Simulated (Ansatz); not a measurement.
# How much do the gradients of MgMnV4O12 depend on the method?

Cell: a Materials Project structure (computed, not necessarily an observed phase), atoms as given.

Space group C2 (No. 5); a = 10.7649, b = 8.6955, c = 5.9421 Å, β = 112.06°.

| site | Wyckoff | site symmetry | x | y | z |
| --- | --- | --- | --- | --- | --- |
| Mg | 2a | 2 | 0.5000 | 0.2416 | 0.0000 |
| Mn | 2b | 2 | 0.5000 | 0.4369 | 0.5000 |
| V3 | 4c | 1 | 0.2950 | 0.8980 | 0.0307 |
| V4 | 4c | 1 | 0.2990 | 0.0925 | 0.5409 |
| O7 | 4c | 1 | 0.6222 | 0.3737 | 0.8907 |
| O8 | 4c | 1 | 0.3606 | 0.7277 | 0.0582 |
| O9 | 4c | 1 | 0.1331 | 0.1040 | 0.4541 |
| O10 | 4c | 1 | 0.3651 | 0.0202 | 0.8511 |
| O12 | 4c | 1 | 0.3473 | 0.9848 | 0.3297 |
| O14 | 4c | 1 | 0.3774 | 0.2688 | 0.6012 |

One atom of each set is listed; the run and its k-mesh use a cell of 18 atoms with edges of 6.92, 6.92, 5.94 Å.

First run. Method: Kohn–Sham DFT in Ansatz, PBE, plane waves and PAW, scalar-relativistic, collinear spin, 420 eV cutoff, Γ-centred 3×3×4 k-points, Fermi–Dirac smearing 0.02 eV. Start moments as typed (μB): 5 on each Mn, none on the rest.

```json
{"site": "Mg", "V_zz (10²¹ V/m²)": "-1.21", "η": "0.03", "m (μB)": "0.00"}
{"site": "Mn", "V_zz (10²¹ V/m²)": "2.30", "η": "0.43", "m (μB)": "4.00"}
{"site": "V3", "V_zz (10²¹ V/m²)": "-3.89", "η": "0.97", "m (μB)": "0.04"}
{"site": "V4", "V_zz (10²¹ V/m²)": "6.02", "η": "0.53", "m (μB)": "0.10"}
{"site": "O7", "V_zz (10²¹ V/m²)": "-5.40", "η": "0.44", "m (μB)": "0.00"}
{"site": "O8", "V_zz (10²¹ V/m²)": "1.91", "η": "0.73", "m (μB)": "0.00"}
{"site": "O9", "V_zz (10²¹ V/m²)": "-2.90", "η": "0.99", "m (μB)": "-0.01"}
{"site": "O10", "V_zz (10²¹ V/m²)": "-4.22", "η": "0.82", "m (μB)": "0.00"}
{"site": "O12", "V_zz (10²¹ V/m²)": "3.88", "η": "0.48", "m (μB)": "0.00"}
{"site": "O14", "V_zz (10²¹ V/m²)": "-4.04", "η": "0.47", "m (μB)": "0.00"}
```

Second run. The same atoms and settings, except that a Hubbard term is added (U = 3.9 eV on Mn d).

Task: Given the first result, estimate the second.

Result: 

```json
{"site": "Mg", "V_zz": "-1.22", "η": "0.06", "change of V_zz": "-0.01", "m (μB)": "0.00"}
{"site": "Mn", "V_zz": "2.59", "η": "0.47", "change of V_zz": "+0.29", "m (μB)": "4.17"}
{"site": "V3", "V_zz": "-3.98", "η": "0.94", "change of V_zz": "-0.09", "m (μB)": "0.02"}
{"site": "V4", "V_zz": "6.07", "η": "0.52", "change of V_zz": "+0.05", "m (μB)": "0.06"}
{"site": "O7", "V_zz": "-5.26", "η": "0.32", "change of V_zz": "+0.14", "m (μB)": "0.00"}
{"site": "O8", "V_zz": "1.97", "η": "0.75", "change of V_zz": "+0.06", "m (μB)": "0.00"}
{"site": "O9", "V_zz": "-2.79", "η": "0.79", "change of V_zz": "+0.11", "m (μB)": "-0.01"}
{"site": "O10", "V_zz": "-4.20", "η": "0.84", "change of V_zz": "+0.02", "m (μB)": "0.00"}
{"site": "O12", "V_zz": "3.90", "η": "0.46", "change of V_zz": "+0.02", "m (μB)": "0.00"}
{"site": "O14", "V_zz": "-3.92", "η": "0.32", "change of V_zz": "+0.12", "m (μB)": "0.00"}
```

The largest change of V_zz is on Mn, from 2.30 to 2.59. In per cent, |V_zz| changes by +1 on Mg, +13 on Mn, +1 to +2 on V, -4 to +3 on O (all sites that start above 0.5). Where |V_zz| stays above 0.1, η moves most on O9, from 0.99 to 0.79.

The largest force is 1.2 eV/Å, so the atoms aren't at the calculated equilibrium and relaxing them would move these values. All moments are parallel here, as the start or the cell imposes; many such compounds order antiparallel, where fields and spin densities carried over to other atoms largely cancel. The magnetic order is the one that the run reached from its start moments, not necessarily the measured one.
For the first run: At this cell the principal stresses reach 5 GPa in size with PBE, which can matter for small gradients.
